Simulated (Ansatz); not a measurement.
## Structure optimisation: carbon, diamond

Theory: Ansatz, DFT, revPBE, plane waves (420 eV) with PAW, scalar-relativistic. (PAW data from PBE, frozen cores regenerated.)

k-point mesh 8×8×8, Fermi-Dirac smearing 0.05 eV, no spin polarisation. Cell and atoms relax.

Starting structure:

```yaml
crystal:
  lattice:
    - [0.0, 1.7834, 1.7834]
    - [1.7834, 0.0, 1.7834]
    - [1.7834, 1.7834, 0.0]
  atoms:
    - { symbol: C, position: [0.5, 0.5, 0.5] }
    - { symbol: C, position: [0.75, 0.75, 0.75] }
hamiltonian:
  xc: revpbe
  pseudopotentials:
    kind: paw
    azcp:
      C: "pseudopotentials/C.paw.azcp"
basis:
  ecutwfc: 420
  fft_grid_basis: typed
kpoints:
  mp_grid: { grid: [8, 8, 8], shift: [0, 0, 0] }
magnetization:
  spin_polarized: false
scf:
  occupations: { method: fermi_dirac, width: 0.05 }
relax:
  max_steps: 60
  f_tol: 0.01
  cell: {}
output:
  write_density: true
  write_potential: true
  elf: true
  volumetric_format: npy
```

Q: The pressure at the start is 6.4 GPa. By how much does the volume change?

A: From 5.67 to 5.76 Å³ per atom, 1.5 %. The final cell has a = 3.584 Å.

Q: How much energy does the relaxation gain?

A: 1.8 meV per atom.

Path of the relaxation (the plane waves are chosen anew near the end, which can shift the energy a little):

```json
{"step": "0", "E − E(final) (meV/atom)": "1.77", "V (Å³/atom)": "5.672", "P (GPa)": "6.41", "max force (eV/Å)": "0.000"}
{"step": "1", "E − E(final) (meV/atom)": "0.68", "V (Å³/atom)": "5.722", "P (GPa)": "2.47", "max force (eV/Å)": "0.000"}
{"step": "2", "E − E(final) (meV/atom)": "0.61", "V (Å³/atom)": "5.754", "P (GPa)": "0.04", "max force (eV/Å)": "0.000"}
{"step": "3", "E − E(final) (meV/atom)": "0.04", "V (Å³/atom)": "5.754", "P (GPa)": "0.20", "max force (eV/Å)": "0.000"}
{"step": "4", "E − E(final) (meV/atom)": "0.05", "V (Å³/atom)": "5.757", "P (GPa)": "0.00", "max force (eV/Å)": "0.000"}
{"step": "5", "E − E(final) (meV/atom)": "0.00", "V (Å³/atom)": "5.757", "P (GPa)": "0.01", "max force (eV/Å)": "0.000"}
```
